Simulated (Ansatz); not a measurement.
Relaxed-ion elastic tensor of InMo3C (anti-perovskite, space group No. 221) in GPa (Voigt order), r²SCAN (plane waves, PAW; program Ansatz); density 9.30 g/cm³, 14.80 Å³ per atom.

|  | 1 | 2 | 3 | 4 | 5 | 6 |
|---|---|---|---|---|---|---|
| 1 | 439 | 133 | 133 | 0.0 | 0.0 | 0.0 |
| 2 | 133 | 439 | 133 | 0.0 | 0.0 | 0.0 |
| 3 | 133 | 133 | 439 | 0.0 | 0.0 | 0.0 |
| 4 | 0.0 | 0.0 | 0.0 | 76.7 | 0.0 | 0.0 |
| 5 | 0.0 | 0.0 | 0.0 | 0.0 | 76.7 | 0.0 |
| 6 | 0.0 | 0.0 | 0.0 | 0.0 | 0.0 | 76.7 |

Task: Is the crystal mechanically stable?

Result: Yes: the smallest eigenvalue of C is 76.7 GPa.

Task: Work out the Voigt, Reuss and Hill averages.

Result: K_V = 235, K_R = 235, K_H = 235; G_V = 107, G_R = 95.7, G_H = 101 GPa.

Task: Give Young's modulus, Poisson's ratio, Pugh's ratio and the universal anisotropy index.

Result: E = 9KG/(3K + G) = 266 GPa; ν = 0.31; K/G = 2.32 (ductile by the Pugh limit of 1.75); A_U = 5G_V/G_R + K_V/K_R − 6 = 0.59.

Task: Estimate the sound speeds and the Debye temperature.

Result: v_l = √((K + 4G/3)/ρ) = 6310 m/s, v_t = √(G/ρ) = 3300 m/s, mean 3690 m/s; Θ = (h/k)(3n/4πV)^(1/3) v_m = 448 K.

Task: Give the Zener ratio and Young's modulus along [100], [110] and [111].

Result: A = 2C44/(C11 − C12) = 0.50; 1/E = S11 − 2(S11 − S12 − S44/2)Γ with Γ = 0, 1/4, 1/3 gives 377, 234, 207 GPa.

Task: Solve the Christoffel equation for the three sound speeds along [100], [110], [111].

Result: Eigenvalues of C_ijkl n_j n_l equal ρv². In km/s, slowest first: [100] 2.87, 2.87, 6.87; [110] 2.87, 4.05, 6.25; [111] 3.70, 3.70, 6.02.

Space group Pm-3m (anti-perovskite). The start of the workflow was typed in or built on a structure type; neither database checked (COD, Materials Project) lists it. Its standing as an ambient phase is unchecked. Symmetry was held in the r²SCAN relaxation; its stability against distortions is not shown here. No spin polarisation was allowed. Its formation energy is positive at this level, so the cell may be metastable or incomplete. As this level gives no gap, shear constants depend on the k-mesh and smearing (Fermi–Dirac, 0.1 eV here).

Potentials: the earlier of the program's two PAW sets. The files were generated under PBE; for other functionals the program regenerates the frozen cores, and for LDA and PBEsol the local potential too.
